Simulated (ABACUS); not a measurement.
# Small calculations from the output for TePb₂S (R-3m, 4 atoms in the cell; from Materials Project mp-1217283, lattice scaled a little)

```
TePb2S
1.0
    2.21909     1.28119     7.25045
   -2.21909     1.28119     7.25045
    0.00000    -2.56238     7.25045
Te Pb S
1 2 1
Direct
  0.50000   0.50000   0.50000
  0.74172   0.74172   0.74172
  0.25828   0.25828   0.25828
  0.00000   0.00000   0.00000
```

Method: LDA (PW92), PseudoDojo 0.4 standard norm-conserving LDA (tails mended) pseudopotentials (plane waves; ABACUS).

Main settings: KPT = Gamma 4 4 4 0 0 0; basis_type = pw; dft_functional = PWLDA; ecutwfc = 82.3 Ry; smearing_method = gaussian; smearing_sigma = 0.00146997 Ry; potentials = PseudoDojo 0.4 standard norm-conserving LDA (tails mended); symmetry = 1.

Spin-orbit coupling is left out, which matters for bands and gaps with elements this heavy. The structure comes from a collection of computed structures, made at another level of theory; the collection holds predicted forms beside known ones. Its lattice was then scaled.

The cell holds 834.6 bohr³ and the plane-wave cutoff is 82.3 Ry.

Problem. How many plane waves does a k-point need, and how does the count grow with the cutoff?

Solution. In Rydberg units |k + G|² ≤ E, a sphere of radius √82.3 = 9.072 bohr⁻¹. Each G takes (2π)³/V of reciprocal space, so N = V E^(3/2)/(6π²) = 834.6 × 746.6/59.218 = 10523. The program's largest count at a k-point is 10555; single k-points scatter about the estimate. The count grows as E^(3/2): 20 % more cutoff means 31 % more plane waves.

The cell was also run at V = 122.444 Å³ (F = -6971.56106 eV, P = -3.44 GPa) and V = 124.918 Å³ (F = -6971.50199 eV, P = -4.21 GPa), scaled uniformly; the base has V = 123.681 Å³, P = -3.84 GPa and F₀ = -6971.53301 eV.

Problem. Check the pressure against the energies, and estimate the bulk modulus.

Solution. P = −dF/dV ≈ −(0.05907 eV)/(2.474 Å³) = -0.02388 eV/Å³; times 160.218 GPa per eV/Å³ this is -3.83 GPa, against -3.84 GPa from the stress tensor. B = −V dP/dV ≈ −123.681 × (-0.77 GPa)/(2.474 Å³) = 38 GPa at this volume. The curvature of the energies, B = V (F₊ + F₋ − 2F₀)/(ΔV/2)², gives 38 GPa. Shape and fractional positions were held, which usually makes B too large where they are free.

“Tails mended”: in these copies of the files the far tail of each local potential was reset to the Coulomb form.
